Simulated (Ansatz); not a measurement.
CuI in space group P-3m1 (No. 164; Cu on 2d, I on 2d), the program Ansatz at the r²SCAN level (PAW), all energies at zero smearing, with the estimated change up to a 700 eV cutoff added, with one set of potentials and settings (totals compare only within such a set). Cell of 4 atoms (2 Cu, 2 I): -28319.330 eV.

| element | reference phase | E (eV/atom) |
|---|---|---|
| Cu | Fm-3m, 1 atoms in the cell | -6631.2396 |
| I | Cmce, 4 atoms in the cell | -7528.0245 |

Formation energy per atom, worked out: (-28319.330 − 2×(-6631.2396) − 2×(-7528.0245))/4 = -0.200 eV/atom (-19 kJ per mol of atoms), at 0 K, without zero-point energy or fitted corrections.

The workflow started from a Materials Project entry (that database holds measured and hypothetical structures alike); the Crystallography Open Database copy checked does not list it. It is not the phase usual at ambient conditions (space group No. 216). The cell was relaxed with r²SCAN under the symmetry of its start; whether a distortion lowers the energy is not shown. No spin polarisation was allowed. A crystal of weakly bound layers computed without a dispersion correction: the cell and the soft elastic constants depend strongly on that. The references are the lowest solids computed at this level, not always the standard phases. Spin–orbit coupling is left out wherever it is not named.

Potentials: the later of the program's two PAW sets.
